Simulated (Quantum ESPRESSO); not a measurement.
pw.x input (Quantum ESPRESSO 7.5; PBEsol, PseudoDojo standard norm-conserving files, fully relativistic):

```
&CONTROL
  calculation = 'scf'
  pseudo_dir = './pseudo'
  outdir = './out'
  tprnfor = .true.
  tstress = .true.
/
&SYSTEM
  ibrav = 0
  nat = 6
  ntyp = 2
  ecutwfc = 86.0
  ecutrho = 344.0
  occupations = 'smearing'
  smearing = 'fd'
  degauss = 0.002
  nbnd = 110
  noncolin = .true.
  lspinorb = .true.
/
&ELECTRONS
  conv_thr = 6e-10
/
ATOMIC_SPECIES
Se 78.9710 Se.upf
W 183.8400 W.upf
CELL_PARAMETERS angstrom
  3.279951617839   0.000000000000   0.000000000000
 -1.639975808919   2.840521424232   0.000000000000
  0.000000000000   0.000000000000  12.781205719000
ATOMIC_POSITIONS crystal
Se   0.333333333000   0.666666667000   0.881838391500
Se   0.666666666333   0.333333333667   0.118161608500
Se   0.666666666333   0.333333333667   0.381838391500
Se   0.333333333000   0.666666667000   0.618161608500
W   0.666666666333   0.333333333667   0.750000000000
W   0.333333333000   0.666666667000   0.250000000000
K_POINTS automatic
9 9 2 0 0 0
```

End of the output:

```

[...]
     the Fermi energy is    14.1267 ev
!    total energy              =   -1272.86740385 Ry
     estimated scf accuracy    <          3.4E-10 Ry
     smearing contrib. (-TS)   =      -0.00000000 Ry
     internal energy E=F+TS    =   -1272.86740385 Ry
     The total energy is F=E-TS. E is the sum of the following terms:
     one-electron contribution =    -593.21753775 Ry
     hartree contribution      =     327.41568793 Ry
     xc contribution           =    -257.97401103 Ry
     ewald contribution        =    -749.09154299 Ry
     convergence has been achieved in   9 iterations
     Forces acting on atoms (cartesian axes, Ry/au):
     atom    1 type  1   force =     0.00000000    0.00000000   -0.00990645
     atom    2 type  1   force =     0.00000000    0.00000000    0.00990645
     atom    3 type  1   force =     0.00000000    0.00000000   -0.00990645
     atom    4 type  1   force =     0.00000000    0.00000000    0.00990645
     atom    5 type  2   force =    -0.00000000   -0.00000000   -0.00000000
     atom    6 type  2   force =    -0.00000000   -0.00000000    0.00000000
     Total force =     0.019813     Total SCF correction =     0.000130
     Computing stress (Cartesian axis) and pressure
          total   stress  (Ry/bohr**3)                   (kbar)     P=       -9.41
  -0.00006822   0.00000000   0.00000000          -10.03        0.00        0.00
   0.00000000  -0.00006822   0.00000000            0.00      -10.03        0.00
  -0.00000000   0.00000000  -0.00005545           -0.00        0.00       -8.16
```
In a gapped system the printed Fermi energy is only some level inside the gap.

Geometry relaxed with PBE+D3(BJ).
